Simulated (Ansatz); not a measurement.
Ni$_{3}$Sn$_{2}$ in space group Pnma (No. 62; Ni on 4c, Ni on 8d, Sn on 4c, Sn on 4c), plane-wave PAW PBEsol (Ansatz code), all energies at zero smearing, with the estimated change up to a 700 eV cutoff added, with one set of potentials and settings (totals compare only within such a set). Cell of 20 atoms (12 Ni, 8 Sn): -117264.077 eV.

```csv
element,reference phase,E (eV/atom)
Ni,"Fm-3m, 1 atoms in the cell, spin-polarised",-5804.9762
Sn,"I4_1/amd, 2 atoms in the cell",-5949.7830
```

Formation energy per atom, worked out: (-117264.077 − 12×(-5804.9762) − 8×(-5949.7830))/20 = -0.305 eV/atom (-29 kJ per mol of atoms), at 0 K, without zero-point energy or fitted corrections.

The first step of the workflow began from a Materials Project structure, measured or hypothetical; the Crystallography Open Database files this formula in space group No. 62, but the cells were not matched. Whether it is the stable phase at ambient conditions was not checked. The PBEsol relaxation kept the symmetry of its start; whether a distortion lowers the energy is not shown. No spin polarisation was allowed. The references are the lowest solids computed at this level, not always the standard phases. Spin–orbit coupling is left out wherever it is not named.

Potentials: the later of the program's two PAW sets.
